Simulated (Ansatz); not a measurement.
MoPd (L1₀ or tetragonal B2, space group No. 123) under volume change, r²SCAN (plane waves, PAW; program Ansatz), shape and atoms relaxed at each volume.

| V (Å³/atom) | E − E(relaxed) (meV/atom) | P (GPa) |
|---|---|---|
| 13.650 | 112.3 | 29.18 |
| 14.100 | 46.9 | 17.73 |
| 14.550 | 11.0 | 8.10 |
| 15.000 | 0.0 | 0.00 |
| 15.450 | 9.8 | -6.80 |
| 15.900 | 37.2 | -12.50 |
| 16.350 | 79.1 | -17.26 |

**Question.** What does a third-order Birch–Murnaghan fit give for V₀, B₀ and B′?

**Answer.** V₀ = 15.00 Å³/atom, B₀ = 247 GPa, B′ = 4.8.

Space group P4/mmm (L1₀ or tetragonal B2). The start of the workflow was typed in or built on a structure type; neither database checked (COD, Materials Project) lists it. Whether it is the stable phase at ambient conditions was not checked. Symmetry was held in the r²SCAN relaxation; whether a distortion lowers the energy is not shown. The run is not spin-polarised.

Potentials: the earlier of the program's two PAW sets.
